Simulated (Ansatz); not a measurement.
MgS:
```yaml
crystal:
  lattice:
    - [1.83659, 1.06036, 2.99828]
    - [-1.83659, 1.06036, 2.99828]
    - [0.00000, -2.12071, 2.99828]
  atoms:
    - { symbol: Mg, position: [0.75004, 0.75004, 0.75004] }
    - { symbol: S, position: [0.24996, 0.24996, 0.24996] }
```

Relaxed with HSE06.

**Question.** Give the Bader charges and basin volumes of the independent atoms, the program Ansatz at the HSE06 level (PAW).

**Answer.** 

```csv
atom,Bader charge (e),Bader volume (Å³)
Mg1,+1.70,5.6
S2,-1.70,29.4
```

Space group Fm-3m (rock salt). Symmetry was held in the HSE06 relaxation.

Potentials: the later of the program's two PAW sets.
